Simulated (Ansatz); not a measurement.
The relaxed structure here is a generated cell of GeRh3: the first start was made by a random draw of sites in a space group, and the end was not matched to a known phase here, so it may be hypothetical.

One stationary structure of GeRh3. These are r2SCAN (plane waves to 500 eV, PAW, scalar-relativistic; Ansatz, a first-principles code) values and carry that method's errors.

```
CELL_PARAMETERS angstrom
      2.56150     0.00000     0.00000
      0.00000     2.56150     0.00000
      0.00000     0.00000     9.91460
ATOMIC_POSITIONS crystal
  Ge 0.00000 0.00000 0.00000
  Rh 0.00000 0.00000 0.75163
  Rh 0.00000 0.00000 0.24837
  Rh 0.00000 0.00000 0.50000
```

Task: Find the space group and the Wyckoff positions (tolerance 0.01 Å).

Result: Space group P4/mmm (No. 123); a = b = 2.5615 Å, c = 9.9146 Å, α = β = γ = 90.00°

```
atom  site  symmetry       x       y       z
----  ----  --------  ------  ------  ------
Ge      1a     4/mmm  0.0000  0.0000  0.0000
Rh      2g       4mm  0.0000  0.0000  0.2484
Rh      1b     4/mmm  0.0000  0.0000  0.5000
```

Task: Give the shortest distances between elements (the closest pairs, up to four, under 3.6 Å).

Result: Ge–Rh 2.46 Å; Rh–Rh 2.49 Å; Ge–Ge 2.56 Å.

| Property | Value |
|---|---|
| Volume per atom | 16.26 Å³ |
| Density | 9.73 g/cm³ |
| Band gap | no gap (metallic) |

No spin polarisation in the result. The relaxed primitive cell holds an odd number of electrons. A magnetic state may lie lower.

The run could not lose the symmetry of its start: the end is stationary, and may be a saddle point rather than a minimum.
